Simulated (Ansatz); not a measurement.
CuAu:
Space group P4/mmm (No. 123); a = 2.877 Å, b = 2.877 Å, c = 3.624 Å, α = 90.00°, β = 90.00°, γ = 90.00°

| atom | site | symmetry | x | y | z |
|---|---|---|---|---|---|
| Cu | 1d | 4/mmm | 0.5000 | 0.5000 | 0.5000 |
| Au | 1a | 4/mmm | 0.0000 | 0.0000 | 0.0000 |

Relaxed at zero pressure with DFT-PBE in the program Ansatz with PAW potentials.

### Question
The volume is lowered by 9 % and shape and atoms relax at that volume. What pressure results, and how do the axes share the change?

### Answer
17.2 GPa; a -2.7 %, b -2.7 %, c -3.9 %; the energy rises by 65 meV/atom.

### Question
Give the new structure.

### Answer

Space group P4/mmm (No. 123); a = b = 2.8006 Å, c = 3.4812 Å, α = β = γ = 90.00°

| atom | site | symmetry | x | y | z |
|---|---|---|---|---|---|
| Cu | 1d | 4/mmm | 0.5000 | 0.5000 | 0.5000 |
| Au | 1a | 4/mmm | 0.0000 | 0.0000 | 0.0000 |

The phase is kept; no other phase was compared at this pressure.

The cell was relaxed with PBE under the symmetry of its start. No spin polarisation was allowed. Axis ratios of metals converge slowly with the k-mesh, so a and c are less sure than the volume. Spin–orbit coupling is left out wherever it is not named.

Potentials: the later of the program's two PAW sets.
